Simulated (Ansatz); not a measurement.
Input deck for Ansatz 0.2.0, then the block of the output on the nuclei.

The start is an entry of the Crystallography Open Database (COD).

```yaml
crystal:
  lattice:
    - [0.0, 2.3885, 2.3885]
    - [2.3885, 0.0, 2.3885]
    - [2.3885, 2.3885, 0.0]
  atoms:
    - { symbol: B, position: [0.0, 0.0, 0.0] }
    - { symbol: As, position: [0.25, 0.25, 0.25] }
kpoints:
  mp_grid: { grid: [10, 10, 10] }
scf:
  occupations: { method: fermi_dirac, width: 0.02 }
hamiltonian:
  xc: pbe
  pseudopotentials: { kind: paw, frozen_core: stored }
output:
  forces: true
  stress: true
  populations: true
  efg: { quadrupole_moments_barn: { B: 0.04059, As: 0.311 } }
relax:
  f_tol: 0.02
  max_steps: 60
```

```sh
ansatz run input.yaml --threads 1 --pin off --max-ram 3072MiB --backend cpu --events-out ev --progress --plain --runs-dir out
```

The run relaxes the ions first, and the block belongs to the relaxed positions.

Of the output, the block on the nuclei alone is shown; the set-up, the SCF iterations, energies, forces and stress are cut. One atom of each set with nearly equal values is shown.

```
--- PAW observables at the nuclei: V_zz in 10²¹ V/m², potentials from the cell's mean, atoms counted from 1 ---
  atom   1  B  V_zz =    +0.000000   η = 0.0000   by run symmetry: forbidden   C_q = +0.0000 MHz
            electrostatic potential = -326.801877 V   contact ρ = none
  atom   2  As V_zz =    +0.000000   η = 0.0000   by run symmetry: forbidden   C_q = +0.0000 MHz
            electrostatic potential = -4516.290914 V   contact ρ = none
```

The relaxation (1 step) took 1.3 s of wall time (1.3 s of CPU time) and 0.38 GiB at its peak, on 1 thread of Intel Xeon 6975P-C (Granite Rapids) (x86_64; 16 cores open to the job, memory cap 3.0 GiB, no GPU), a shared host with a load of 0.1 a core.
